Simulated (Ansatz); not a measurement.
LiNbO$_{3}$:
```cif
data_Li2Nb2O6
_chemical_formula_sum 'Li2 Nb2 O6'
_space_group_name_H-M_alt 'P 1'
_space_group_IT_number 1
_cell_length_a 5.41995
_cell_length_b 5.41995
_cell_length_c 5.41995
_cell_angle_alpha 55.741
_cell_angle_beta 55.741
_cell_angle_gamma 55.741
loop_
_space_group_symop_operation_xyz
  'x, y, z'
loop_
_atom_site_label
_atom_site_type_symbol
_atom_site_fract_x
_atom_site_fract_y
_atom_site_fract_z
_atom_site_occupancy
Li1 Li 0.71884 0.71884 0.71884 1
Li2 Li 0.21884 0.21884 0.21884 1
Nb1 Nb 0.00248 0.00248 0.00248 1
Nb2 Nb 0.50248 0.50248 0.50248 1
O1 O 0.63428 0.89447 0.28282 1
O2 O 0.89447 0.28282 0.63428 1
O3 O 0.28282 0.63428 0.89447 1
O4 O 0.13428 0.78282 0.39447 1
O5 O 0.39447 0.13428 0.78282 1
O6 O 0.78282 0.39447 0.13428 1
```

Relaxed with LDA.

**Question.** Decompose the optical modes at the zone centre into irreducible representations, and say which are infrared and Raman allowed.

**Answer.** Point group 3m: Γ_opt = 4A1 + 5A2 + 9E. Infrared: A1, E. Raman: A1, E.

**Question.** Assign frequencies (DFPT, the program Ansatz at the LDA level (PAW); without the LO–TO term).

**Answer.** E 152, A2 216, E 216, A1 240, E 262, A1 285, A2 296, E 333, A1 357, E 376, E 388, A2 414, E 432, A2 455, E 581, A1 609, E 670, A2 890 cm⁻¹.

Space group R3c. The cell was relaxed with LDA under the symmetry of its start. The run is not spin-polarised.

Potentials: the later of the program's two PAW sets.
